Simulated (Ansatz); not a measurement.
Relaxed-ion elastic tensor of NaCl (CsCl type, space group No. 221) in GPa (Voigt order), the program Ansatz at the PBEsol level (PAW); density 2.37 g/cm³, 20.48 Å³ per atom.

```
81.9   2.0   2.0   0.0   0.0   0.0
 2.0  81.9   2.0   0.0   0.0   0.0
 2.0   2.0  81.9   0.0   0.0   0.0
 0.0   0.0   0.0  -0.9   0.0   0.0
 0.0   0.0   0.0   0.0  -0.9   0.0
 0.0   0.0   0.0   0.0   0.0  -0.9
```

Q: Is the crystal mechanically stable?

A: On the edge, within the error: the smallest eigenvalue of C is -0.9 GPa.

Space group Pm-3m (CsCl type). This is a known high-pressure phase of the composition, computed here at zero pressure and temperature. The PBEsol relaxation kept the symmetry of its start. At this level the phase is dynamically unstable (imaginary phonons).

Potentials: the earlier of the program's two PAW sets. The files were generated under PBE; for other functionals the program regenerates the frozen cores, and for LDA and PBEsol the local potential too.
